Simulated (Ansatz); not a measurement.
Polymorphs of TiSi, each relaxed with PBEsol in the plane-wave PAW code Ansatz:

A: Pnma
a = 6.4537 Å, b = 3.6208 Å, c = 4.9641 Å, α = β = γ = 90.00°

```
atom  site  symmetry       x       y       z
----  ----  --------  ------  ------  ------
Ti      4c       .m.  0.1760  0.2500  0.1293
Si      4c       .m.  0.0442  0.2500  0.6465
```

B: Cmmm
a = 3.608 Å, b = 4.133 Å, c = 3.789 Å, α = 90.00°, β = 90.00°, γ = 90.00°

```csv
atom,site,symmetry,x,y,z
Ti,2b,mmm,0.0000,0.5000,0.0000
Si,2d,mmm,0.5000,0.5000,0.5000
```

### Question
Rank these by energy per atom at 0 K (lowest first), as PBEsol gives it.

### Answer
A (+0 meV/atom), B (+233 meV/atom)

Standing as an ambient phase not checked: A; B. All cells were relaxed under the symmetry of their starts (and spin orders); stability against distortions was not tested throughout. Named crystals with no word on spin ran without spin polarisation.

Energies hold the estimated change up to a 700 eV cutoff; steps of a few meV lie near the error of the meshes.

Potentials: the earlier of the program's two PAW sets. The files were generated under PBE; for other functionals the program regenerates the frozen cores, and for LDA and PBEsol the local potential too.
